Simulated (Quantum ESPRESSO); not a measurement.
## Calculated data, HfTaTi2NO7 (made-up cell)

Computed with Quantum ESPRESSO 7.5. Calculation on a made-up crystal cell, not a measurement, run twice, once with a planted mistake found by running each candidate: periodic Kohn-Sham density functional theory in plane waves with PseudoDojo standard norm-conserving scalar-relativistic pseudopotentials, each functional with its own files (v0.5 for PBE, v0.4.1 for LDA and PBEsol), no spin polarisation, no spin-orbit coupling, atoms not relaxed, stress positive in tension, energies less a fixed whole-eV offset for each atom's element; levels are Kohn-Sham levels at fractions of this cell's reciprocal vectors, counted from the reference band (half the neutral cell's valence electrons, rounded up) at Gamma; error bars cover cutoff and k-mesh only, not smearing or the files; each bar is the largest change over components, and at least 0.002 eV, 0.002 eV per angstrom or 0.02 GPa; a charged cell sits in a uniform background, with energy and stress on this program's zero of potential; no dispersion term; energies are for the whole cell, and the offsets were chosen from early runs and are not element reference energies; a distance is the largest change of any value in units of its error bar (the energy's for the smearing term), a scale change is of lengths, and a coarse mesh keeps the half-step shift.

```cif
# cell vector a (Å): 5.0847 0.0383 -0.0406
# cell vector b (Å): 0.0383 4.9611 0.0409
# cell vector c (Å): -0.0406 0.0409 5.0325
data_HfTaTi2NO7
_symmetry_space_group_name_H-M 'P 1'
_symmetry_Int_Tables_number 1
_cell_length_a 5.0850
_cell_length_b 4.9614
_cell_length_c 5.0328
_cell_angle_alpha 89.066
_cell_angle_beta 90.916
_cell_angle_gamma 89.130
_cell_volume 126.92
loop_
_atom_site_label
_atom_site_type_symbol
_atom_site_fract_x
_atom_site_fract_y
_atom_site_fract_z
_atom_site_occupancy
Ta1 Ta 0.01063 0.99781 0.99627 1
Ti1 Ti 0.01031 0.51619 0.51245 1
Ti2 Ti 0.47334 0.97062 0.50900 1
Hf1 Hf 0.52826 0.48593 0.99610 1
O1 O 0.26237 0.24033 0.24297 1
O2 O 0.23705 0.26834 0.74191 1
O3 O 0.25841 0.75711 0.24668 1
O4 O 0.24143 0.75049 0.73796 1
O5 O 0.77412 0.26275 0.23716 1
O6 O 0.73131 0.24599 0.72694 1
O7 O 0.79305 0.75576 0.26492 1
N1 N 0.72773 0.76398 0.76427 1
_calc_lattice_type 'fluorite'
_calc_intended_functional 'pbe'
_calc_intended_cutoff 1143  # eV
_calc_intended_fermi_dirac_smearing 0.025  # eV
_calc_intended_scf_tolerance 1e-07  # eV
_calc_intended_electrons_removed 0
_calc_healthy_free_energy_less_offsets -4.46  # eV
_calc_healthy_scf_iterations 26
_calc_healthy_smearing_term_minus_ts 0  # eV
_calc_healthy_pressure -7.94  # GPa
_calc_healthy_stress_xx 11.9  # GPa
_calc_healthy_stress_yy 1.38  # GPa
_calc_healthy_stress_zz 10.55  # GPa
_calc_healthy_stress_yz 3.31  # GPa
_calc_healthy_stress_xz 1.46  # GPa
_calc_healthy_stress_xy -0.65  # GPa
_calc_healthy_reference_band 48
_calc_faulty_free_energy_less_offsets -4.549  # eV
_calc_faulty_scf_iterations 25
_calc_faulty_smearing_term_minus_ts 0  # eV
_calc_faulty_pressure 3.45  # GPa
_calc_faulty_stress_xx 0.93  # GPa
_calc_faulty_stress_yy -10.55  # GPa
_calc_faulty_stress_zz -0.73  # GPa
_calc_faulty_stress_yz 4.37  # GPa
_calc_faulty_stress_xz 0.79  # GPa
_calc_faulty_stress_xy -0.72  # GPa
_calc_faulty_reference_band 48
_calc_candidate_k_points_along_each_vector 2
_calc_candidate_cutoff 718  # eV
_calc_candidate_smearing 0.63  # eV
_calc_candidate_functional 'pbesol'
_calc_candidate_scf_tolerance 0.8  # eV
_calc_candidate_electrons_removed 1
_calc_candidate_scale_change -1.56  # percent
_calc_candidate_first_exchanged_site 1
_calc_candidate_second_exchanged_site 4
_calc_intended_k_mesh '4 x 5 x 4, shifted by half a step'
_calc_structure_shown 'as intended, without the mistake'
_calc_fault_kind 'cell scaled'
_calc_other_mistakes_compared 7
_calc_distance_from_healthy 245.2  # error bars
_calc_distance_from_nearest_other_mistake 257  # error bars
_calc_healthy_error_bar_energy 0.002  # eV
_calc_healthy_error_bar_stress 0.04868  # GPa
_calc_healthy_error_bar_force 0.003707  # eV/angstrom
_calc_healthy_error_bar_next_band_up 0.002  # eV
```

Atoms:
```tsv
atoms element	atom site	atom energy offset (eV)
Ta	1	-1770
Ti	2	-1614
Ti	3	-1614
Hf	4	-1535
O	5	-452
O	6	-452
O	7	-452
O	8	-452
O	9	-452
O	10	-452
O	11	-452
N	12	-283
```

Healthy forces:
```tsv
site	x (eV/Å)	y (eV/Å)	z (eV/Å)
1	-1.946	0.408	0.394
2	-1.848	-0.148	-0.296
3	1.404	0.263	0.552
4	-0.171	-0.179	0.262
5	-0.054	-0.076	0.162
6	-0.311	-1.422	0.465
7	0.775	-0.422	-0.212
8	-0.748	1.123	0.061
9	0.948	-0.878	-0.755
10	1.062	0.313	0.014
11	-0.796	0.454	-0.055
12	1.686	0.562	-0.592
```

Healthy levels:
```tsv
level k point	next band up (eV)
Gamma	0.919
(1/2,1/2,1/2)	1.002
(0.15,0,0)	0.965
(0,0.15,0)	0.956
(0,0,0.15)	0.983
```

Faulty forces:
```tsv
site	x (eV/Å)	y (eV/Å)	z (eV/Å)
1	-2.103	0.511	0.244
2	-2.056	-0.265	-0.366
3	1.685	0.468	0.47
4	-0.46	0.004	0.386
5	-0.079	0.056	0.344
6	-0.2	-1.572	0.444
7	0.879	-0.646	-0.194
8	-0.76	1.112	0.132
9	1.064	-1.069	-0.424
10	1.206	0.258	-0.247
11	-1.088	0.528	0.02
12	1.912	0.616	-0.809
```

Faulty levels:
```tsv
level k point	next band up (eV)
Gamma	0.967
(1/2,1/2,1/2)	1.062
(0.15,0,0)	1.018
(0,0.15,0)	1.008
(0,0,0.15)	1.037
```

Candidate mistake: coarse kmesh, low cutoff, wide smearing, wrong functional, loose scf, wrong charge, cell scaled, atoms exchanged

Notes: the hafnium pseudopotential is less sure than the others, with forces about 3 percent (worst 6) and pressure in oxides about 1.5 GPa (worst 2.7) from a second method in checks, which the error bars do not cover.
